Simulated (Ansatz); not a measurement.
An Ansatz input:

```yaml
crystal:
  lattice:
    - [-1.8018622151, 1.8018622151, 1.8018622151]
    - [1.8018622151, -1.8018622151, 1.8018622151]
    - [1.8018622151, 1.8018622151, -1.8018622151]
  atoms:
    - { symbol: Mg, position: [0.0, 0.0, 0.0] }
hamiltonian:
  xc: r2scan
  pseudopotentials:
    kind: paw
    azcp:
      Mg: "pseudopotentials/Mg.paw.azcp"
basis:
  ecutwfc: 500
  fft_grid_basis: typed
kpoints:
  mp_grid: { grid: [14, 14, 14], shift: [0, 0, 0] }
magnetization:
  spin_polarized: false
scf:
  occupations: { method: fermi_dirac, width: 0.1 }
  lower_state_search: "off"
output:
  stress: true
  write_density: true
  write_potential: true
  elf: true
  volumetric_format: npy
```

Terminal output

```
Engine: ansatz 0.2.0, x86_64-unknown-linux-gnu
Pseudopotentials: kind: paw
Pseudopotential: Mg, paw, valence charge 10, recommended cutoff 500 eV (meta_gga) 
Functional definition: r2SCAN
  parameter k0 = 0.174
  parameter k1 = 0.065
  parameter a1 = 4.9479
  exchange = r2scan_x(k0 = k0, k1 = k1, a1 = a1)
  correlation = r2scan_c
Crystal: 1 atoms, lattice volume = 23.400 Å³
Basis set: ecut = 500 eV, 603 PW (Γ), exchange–correlation on 96×96×96 points (64 copies of the dense FFT grid, shifted against one another)
Bands: 9, of which v1, the nominal top of the filled ones, is band 5 counted from 1 (4 counted from 0)
Symmetry: 48 space group operations
Space group: Im-3m (ITA 229), of the structure as read, at distance tolerance 2.9e-5 Å
k-points: 104 of 2744
Non-local potential: Mg, projectors of the file, l = 0: 3, l = 1: 2, l = 2: 1
PAW form: soft (Blöchl's): semilocal exchange-correlation on the pseudo side does not see the compensation charge
PAW frozen core: Mg, regenerated for the run's functional (the file was generated under x = pbe(κ = 0.804, μ = 0.2195149727645171), c = pbe(β = 0.06672455060314922))
PAW one-centre angular grid: Mg, 302 points (default); XC on 224 Gauss nodes
Initial density: superposition of atomic densities (neutral atoms: chi_scale 0, normalization atom), corrected by the library's trained network
Initial wavefunctions: pseudopotential atomic-orbital guess
Functional: x = r2scan, c = r2scan; τ floored in thin density (d = 2e-4 eV/Å³)
SCF iter   1: F=-1926.378921 eV  HF=-1926.378202 eV  |F-HF|=7.20e-4  |Δ(HF+E_count)|=         —  Δρ=7.44e-3  dr2=4.09e-3  dr2_τ=2.67e-4  ethr=1.77e-3  ⟨swp⟩=5.7  Hψ=6737  notcnv=0
SCF iter   2: F=-1926.382162 eV  HF=-1926.381971 eV  |F-HF|=1.91e-4  |Δ(HF+E_count)|=   3.77e-3  Δρ=2.31e-3  dr2=5.92e-4  dr2_τ=2.27e-5  ethr=4.09e-5  ⟨swp⟩=2.0  Hψ=2703  notcnv=0
SCF iter   3: F=-1926.382276 eV  HF=-1926.382259 eV  |F-HF|=1.74e-5  |Δ(HF+E_count)|=   2.88e-4  Δρ=4.61e-4  dr2=4.09e-5  dr2_τ=8.52e-7  ethr=5.92e-6  ⟨swp⟩=2.0  Hψ=1454  notcnv=0
SCF iter   4: F=-1926.382278 eV  HF=-1926.382278 eV  |F-HF|=1.05e-8  |Δ(HF+E_count)|=   1.88e-5  Δρ=2.35e-5  dr2=7.24e-8  dr2_τ=8.57e-9  ethr=4.09e-7  ⟨swp⟩=1.9  Hψ=1397  notcnv=0
iter 5 did not close the SCF: its close was put off for the readings that it lacked (scf_convergence_deferred on its scf_iter line)
SCF iter   5: F=-1926.382278 eV  HF=-1926.382278 eV  |F-HF|=1.85e-9  |Δ(HF+E_count)|=   5.57e-8  Δρ=3.40e-6  dr2=1.93e-9  dr2_τ=1.04e-10  ethr=7.24e-10  ⟨swp⟩=2.0  Hψ=1448  notcnv=0
SCF iter   6: F=-1926.382278 eV  HF=-1926.382278 eV  |F-HF|=5.23e-12  |Δ(HF+E_count)|=   2.51e-9  Δρ=1.43e-7  dr2=2.29e-12  dr2_τ=2.34e-13  ethr=1.93e-11  ⟨swp⟩=4.8  Hψ=4451  notcnv=0
SCF 1 converged in 6 iterations: F = -1926.382278 eV  dr2 = 2.29e-12
SCF converged after 6 iterations
Free energy (F): -1926.382278 eV
Harris-Foulkes:  -1926.382278 eV  (|F-HF|=5.23e-12)
Internal energy: -1926.369570 eV  (E = F + TS)
E sigma→0 (E₀):  -1926.375924 eV
Entropy (-TS):   -0.012707 eV (-12.707 meV/atom)
Fermi energy:    5.586844 eV
--- Per-component energies (eV) ---
  E_band       = -373.708904
  E_kinetic    = 74.128493
  E_local      = -1628.811601  (includes V_loc(G=0)·N_el)
  E_nonlocal   = 95.902155
  E_hartree    = 582.160654
  E_xc         = -26.264513
  E_vxc        = -38.139841  (∫ρ·V_xc dr)
  E_paw        = -296.381985  (= ΣΔE_a)
  E_vpaw       = -43.605767  (= ΣTr[D̂ρ^β])
  E_aug_tail   = -0.000001  (compensation charges beyond the density's cutoff)
  E_vtau       = 2.496358  (kinetic-family band-sum trace: ∫τ·v_τ [+ j·A + Jᵃ·Aᵃ] dr)
  E_ewald      = -727.076563
  E_core_change = -0.026208  (= ΣΔE_core)
  E_smearing   = -0.012707  (= −TS)
  E_closure    = -0.000000  (closes the sum)
  Σ components = -1926.382278   (vs F -1926.382278, Δ=0.00e0)
--- Stress (GPa, compression-positive) ---
       -1.344240       0.000000      -0.000000
       -0.000000      -1.344240      -0.000000
        0.000000       0.000000      -1.344240
  P = ⅓ Tr σ = -1.3442 GPa (-13.442 kbar)
--- Band table (eV; the first three rows and the last of 104) ---
  k-point 0: bands = ["-73.5511", "-38.6313", "-38.6313", "-38.6313", "-1.7892", "19.2472", "19.2472", "19.2472", "21.3881"]
  k-point 1: bands = ["-73.5509", "-38.6329", "-38.6319", "-38.6313", "-1.6624", "17.8201", "18.6181", "18.7020", "20.2689"]
  k-point 2: bands = ["-73.5505", "-38.6374", "-38.6334", "-38.6313", "-1.2829", "15.2552", "17.5221", "17.7989", "19.0764"]
  k-point 103: bands = ["-73.5457", "-38.6555", "-38.6555", "-38.6555", "9.6045", "9.6045", "9.6045", "9.6608", "9.6608"]
```

Command:

```sh
ansatz run input.yaml --threads 1 --pin off --max-ram 3584MiB --backend cpu --events-out ev --progress --plain --runs-dir out
```

On 1 thread of Intel(R) Xeon(R) Platinum 8259CL CPU @ 2.50GHz (Skylake/Cascade Lake) (shared host) this took about 4.8 s of wall time and 4.8 s of CPU time.
